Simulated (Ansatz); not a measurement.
Starting cell, TiO$_{2}$ (rutile):

```
CELL_PARAMETERS angstrom
      4.59159     0.00000     0.00000
      0.00000     4.59159     0.00000
      0.00000     0.00000     2.93910
ATOMIC_POSITIONS crystal
  Ti 0.00000 0.00000 0.00000
  Ti 0.50000 0.50000 0.50000
  O  0.30442 0.30442 0.00000
  O  0.80442 0.19558 0.50000
  O  0.19558 0.80442 0.50000
  O  0.69558 0.69558 0.00000
```

Scan: atom 1 (Ti, nearest neighbour O at 1.942 Å; its periodic images, 2.9 Å or more away, move with it) is displaced along Cartesian [110], direction (0.707, 0.707, 0.000) in Cartesian axes, by s. The other atoms stay.

All values below come from PBEsol (plane waves to 420 eV, PAW, scalar-relativistic; Ansatz, a program for electronic structure). k mesh 6×6×9 (Γ-centred), Fermi-Dirac smearing 0.05 eV. E stands for the smeared free energy. The PAW data are Ansatz's earlier set. TiO2 is run without spin polarisation. TiO2 was relaxed with its symmetry unable to fall. ΔE is measured from the undisplaced structure.

| s (Å) | ΔE (meV/cell) |
|---|---|
| -0.190 | 233.0 |
| -0.152 | 140.5 |
| -0.114 | withheld |
| -0.076 | 32.2 |
| -0.038 | 7.9 |
| 0.000 | 0.0 |
| 0.038 | 7.9 |
| 0.076 | 32.2 |
| 0.114 | withheld |
| 0.152 | 140.5 |
| 0.190 | 233.0 |

Task: Fit an even polynomial form (powers 2, 4) to the given rows and predict ΔE at s = 0.114.

Result: Least squares on the 9 given rows: ΔE = (5415)·s² + (28790)·s⁴, in meV/cell with s in Å; root-mean-square residual 0.02 meV/cell. At 0.114 the fit gives 75.2 meV/cell; the calculation gives 75.3 meV/cell, so the interpolation is off by -0.1 (-0.1 %). The quadratic term alone would give 70.4 meV/cell.

(For displaced atoms, the force is minus the slope of the energy, and its curvature is a force constant, which sets phonon frequencies.)
